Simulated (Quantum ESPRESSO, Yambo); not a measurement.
# Levels of theory for the gap of CdClOH

CdClOH (space group P6_3mc, No. 186): one geometry, one set of PBEsol (Quantum ESPRESSO, PseudoDojo norm-conserving, 102 Ry, scalar-relativistic) orbitals, self-energies from Yambo (3×3×1 Γ-centred k mesh, bands 9 to 193 and a 7 Ry block in the screening, 193 bands in G with the Bruneval-Gonze terminator, plasmon pole fitted at 27.2 eV).

Cell and atoms were relaxed with PBE+D3(BJ) from Materials Project entry mp-644222, within its symmetry.

| level | gap Γ → Γ (eV) | rough Yambo cost |
|---|---|---|
| PBEsol (Quantum ESPRESSO) | 2.39 | – |
| exchange only (Hartree-Fock self-energy on PBEsol orbitals) | 11.56 | about 1/7 (4 states) |
| static COHSEX@PBEsol | 5.17 | within a factor of two (2 states) |
| G0W0@PBEsol, plasmon pole | 4.38 | 1 (4 states) |
| G0W0@PBEsol, multipole fit to 8 frequencies, no terminator | 4.24 | within a factor of two (2 states) |
| G0W0@PBEsol, plasmon pole, no terminator | 4.30 | about 1/5 (2 states, screening reused) |

Bare exchange has no screening and gives the widest gap; static COHSEX screens it but leaves out the frequency dependence, which G0W0 restores.

Costs are rough ratios of core time on shared machines.

Nearest settings tried, and what they do to the gap: 129 bands in G: +3 meV; 129 bands in W, 129 bands in G: +63 meV; 6 Ry block (213 vectors against 251): -31 meV. Not varied: mesh. So the settings aren't converged at that level. The k mesh is coarse.

Spin-orbit splittings are left out.
